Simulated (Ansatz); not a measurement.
# Calculated Ga-71 NMR of the central transition for Ca3Ga3N5

Cell: a computed structure from the Materials Project (it need not be an observed phase) whose atoms were relaxed with PBE, the cell held.

Space group P-1 (No. 2); a = 5.9105, b = 6.8834, c = 8.4757 Å, α = 107.48°, β = 105.46°, γ = 95.17°.

```
site  Wyckoff  site symmetry       x       y       z
 Ca1       2i              1  0.8180  0.4117  0.6073
 Ca3       2i              1  0.6593  0.8653  0.8785
 Ca5       2i              1  0.6555  0.6374  0.1972
 Ga7       2i              1  0.9060  0.3115  0.9689
 Ga9       2i              1  0.7121  0.9440  0.5631
Ga11       2i              1  0.1351  0.8671  0.7158
 N13       2i              1  0.9703  0.1052  0.7791
 N15       2i              1  0.8497  0.6947  0.5092
 N17       2i              1  0.7563  0.5296  0.8897
 N19       2i              1  0.3960  0.9314  0.6176
 N21       2i              1  0.2848  0.7715  0.9031
```

One atom of each set is listed.

The numbers come from a DFT calculation in Ansatz (r2SCAN, plane waves and PAW, scalar-relativistic, 500 eV cutoff, Γ-centred 5×5×4 k-points, Fermi–Dirac smearing 0.02 eV).

Ga-71 has I = 3/2 and Q = 107.0 mb (Pyykkö 2018); at 18.8 T its Larmor frequency is ν₀ = 244.8 MHz. Only the quadrupole interaction is simulated: positions count from each site's isotropic chemical shift, and shift anisotropy, dipolar and J coupling are left out.

Q: Give C_Q, η, the quadrupolar product P_Q = |C_Q|(1 + η²/3)^½, the second-order isotropic shift and the breadth of the pattern (static powder) for each Ga site.

A: 

```tsv
site	first shell	C_Q (MHz)	η	P_Q (MHz)	δ_QIS (ppm)	breadth (kHz)
Ga7	4 N at 1.92–2.04 Å	-13.0	0.91	14.7	-89.9	165
Ga9	4 N at 1.95–2.04 Å	17.1	0.59	18.0	-136	238
Ga11	4 N at 1.93–2.03 Å	-14.6	0.38	15.0	-93.5	152
```

δ_QIS = −(ν_Q²/30ν₀²)[I(I+1) − 3/4](1 + η²/3) × 10⁶ ppm with ν_Q = 3|C_Q|/[2I(2I−1)]; it falls as 1/B₀² in ppm, and the breadth as 1/B₀ in kHz.

The largest force is 0.3 eV/Å, so the atoms aren't at the calculated equilibrium and relaxing them would move these values.
